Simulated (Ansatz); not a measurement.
A geometry of ScF₃ away from equilibrium: the start of the relaxation of a relaxed ScF3 cell, doubled along one cell vector, shaken by Gaussian noise of σ = 0.08 Å a coordinate. Level of theory: PBE (plane waves to 420 eV, PAW, scalar-relativistic; Ansatz, a quantum-chemistry and plane-wave program). Γ-centred k-mesh 7×4×7 on the run's cell (coarser than for final values), Fermi–Dirac smearing 0.05 eV.

```xyz
8
Lattice="-2.2341 2.2341 2.2341 4.4681 -4.4681 4.4681 2.2341 2.2341 -2.2341" Properties=species:S:1:pos:R:3 pbc="T T T"
F      2.2754     0.0112     0.0790
F      4.4145    -2.3126     2.1745
F      0.0025     0.0909     2.3154
F      2.2246    -2.0842     4.4788
F      0.0506     2.0268     0.1560
F      2.2651     0.0241     2.2281
Sc     0.0324     0.0074     0.1051
Sc     2.1657    -2.2195     2.1837
```

Give the Cartesian forces on all atoms (eV/Å).


```tsv
atom	Fx	Fy	Fz
F1	-0.14	1.20	-0.42
F2	-0.10	2.88	1.23
F3	0.01	-0.55	-0.28
F4	0.99	-2.55	0.43
F5	-0.35	-1.50	-1.03
F6	-0.62	-0.11	-0.02
Sc7	-0.70	0.72	-0.88
Sc8	0.91	-0.10	0.95
```

What is the pressure?

+2.8 GPa, compression positive.

How far above the relaxed end point is this geometry?

0.96 eV/atom; the path ends in P-1 (No. 2) at a tolerance of 0.01 Å, C2/m (No. 12) at 0.1 Å.

No spin polarisation in the result.

The end of the path is a generated cell of ScF3: the first start was made by placing the elements on the sites of a structure type, and the end was not matched to a known phase here, so it may be hypothetical.
